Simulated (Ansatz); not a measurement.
Bi₂Te₃:
```
Bi2Te3
1.0
    4.35114     0.00000     0.00000
   -2.17557     3.76820     0.00000
    0.00000     0.00000    10.56483
Bi Te
2 3
Direct
  0.33333   0.66667   0.19183
  0.66667   0.33333   0.80817
  0.00000   0.00000   0.00000
  0.33333   0.66667   0.64422
  0.66667   0.33333   0.35578
```

Relaxed with PBEsol. Special points in fractions of this cell's reciprocal vectors: Γ (0.000, 0.000, 0.000); M (0.500, 0.000, 0.000); K (0.333, 0.333, 0.000); A (0.000, 0.000, 0.500); L (0.500, 0.000, 0.500); H (0.333, 0.333, 0.500).

Question: List the band energies nearest the valence-band maximum at these points for DFT-PBEsol in the program Ansatz with PAW potentials.

Answer: In eV from the valence-band maximum; about four levels below and three above (degenerate sets whole), none deeper than 8.9 eV; points with the same levels are listed once.

```csv
k,below,above
Γ,-1.45 -1.45 -0.71 -0.71 0.00,0.47 1.06 1.06
M,-2.32 -1.98 -1.21 -0.85,0.81 2.07 2.46
K,-2.42 -2.42 -1.44 -1.44 -1.40,0.91 2.62 2.62
A,-1.22 -1.22 -0.88 -0.88 -0.43,0.82 1.13 1.13
L,-1.99 -1.76 -0.86 -0.86,0.89 1.45 1.66
H,-3.29 -3.29 -1.97 -0.41 -0.41,1.69 1.69 1.95
```

Space group P-3m1 (La2O3 or Ni2Al3 type). A made-up cell: these elements were put on the sites of a structure type; neither database checked (COD, Materials Project) lists it. It is not the phase usual at ambient conditions (space group No. 166). The PBEsol relaxation kept the symmetry of its start; whether a distortion lowers the energy is not shown. Spin–orbit coupling is left out wherever it is not named.

Potentials: the earlier of the program's two PAW sets. The files were generated under PBE; for other functionals the program regenerates the frozen cores, and for LDA and PBEsol the local potential too.
